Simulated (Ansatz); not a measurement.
Values for one crystal, relaxed and computed with DFT-LDA in the program Ansatz with PAW potentials; other levels are named.

- Volume per atom = 26.14 Å³
- Electronic character = no gap, with almost no states at the Fermi level (zero-gap or semimetallic)
- Pressure derivative B′ = 5.4
- Highest zone-centre frequency = 199 cm^-1
- Formation energy from the elements (no fitted shifts) = 16 kJ/mol-atom
- Density of states at the Fermi level = 0.02 states/eV per atom (mean over ±0.08 eV)
- Zone-centre stability = unstable, softest mode 43i cm⁻¹

Task: Which compound is it?
A. TaS2, R3m (Pearson symbol hR6)
B. CuI, R-3m (Cu on 6c, I on 3a, I on 3b)
C. W2C, Pnnm (W on 4g, C on 2a)
D. GeP3, R-3m (Ge on 6c, P on 18h)

Result: B, CuI, R-3m (Cu on 6c, I on 3a, I on 3b)

The workflow started from a Materials Project entry (that database holds measured and hypothetical structures alike); the Crystallography Open Database copy checked does not list it. It is not the phase usual at ambient conditions (space group No. 216). Symmetry was held in the LDA relaxation; phonons show weakly imaginary modes. No spin polarisation was allowed. Its formation energy is positive at this level, so the cell may be metastable or incomplete. A small band overlap can be real or an error of a semilocal functional. As this level gives no gap, phonon frequencies hold no LO–TO term and depend on the k-mesh and smearing (Fermi–Dirac, 0.1 eV here). The references are the lowest solids computed at this level, not always the standard phases. Spin–orbit coupling is left out wherever it is not named.

Potentials: the later of the program's two PAW sets.
